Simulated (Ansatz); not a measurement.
Method: Ansatz, DFT PBE, scalar-relativistic, plane waves, PAW, and for the lanthanide a 4f-in-core norm-conserving potential. All cells share a 690 eV cutoff and Γ-centred k meshes spaced at most about 0.3 Å⁻¹ (about 0.25 or finer for metals, 2π included). No spin polarisation in the final relaxations.

All energies are static (0 K, no zero-point motion).

Two forms of HoHgBr4 were relaxed alike.

A.

```xyz
6
Lattice="0.0000 4.4383 4.4383 4.4383 0.0000 4.4383 4.4383 4.4383 0.0000" Properties=species:S:1:pos:R:3 pbc="T T T"
Ho    0.0000    0.0000    0.0000
Hg    2.2192    2.2192    2.2192
Br    3.3233    3.3233    5.5533
Br    3.3233    5.5533    3.3233
Br    5.5533    3.3233    3.3233
Br    5.5533    5.5533    5.5533
```

B.

```xyz
6
Lattice="5.7822 0.0000 0.0000 -2.8911 5.0075 0.0000 0.0000 0.0000 6.6912" Properties=species:S:1:pos:R:3 pbc="T T T"
Ho    2.8911    1.6692    0.0000
Hg    0.0000    0.0000    0.0000
Br    0.0000    3.3383    0.0000
Br    1.4427    4.1713    3.3456
Br   -1.4427    4.1713    3.3456
Br    0.0000    1.6724    3.3456
```

Question: Which is lower in energy, and by how much?

Answer: A is lower, by 8 meV/atom. A has space group F-43m (No. 216), 29.1 Å³/atom and no gap on its mesh; B has space group P-6m2 (No. 187), 32.3 Å³/atom and no gap. Counting Br atoms around Hg and Ho (those within 1.25 times the shortest such distance or 1.15 times the sum of covalent radii, 1.27 where that leaves under three; a plus sign parts nearer from farther groups; the shortest distance is added where it exceeds 1.18 times the sum of covalent radii), A has Ho 12, Hg 12 from 3.7 Å and B has Ho 3, Hg 3+6 from 3.3 Å. The denser one is the lower, and pressure would at first widen the difference. Both come from invented guesses.

For metals, differences of a few meV/atom aren't resolved. No dispersion correction is applied, so the spacing and binding between layers, chains or molecules are poorly described (P-6m2), and this can change margins and order among such cells. These runs have no spin–orbit coupling, which can matter for Hg. In F-43m, P-6m2 an odd number of valence electrons (the lanthanide is held trivalent, its 4f shell in the core) allows no gap without spin; another valence of the lanthanide, a larger cell or a magnetic state could open one. A magnetic state wasn't ruled out in cells without spin, among them F-43m, P-6m2. Cells relaxed within their symmetry can be saddle points.

The lanthanide is trivalent by construction, without f bands, f moments or other valences.
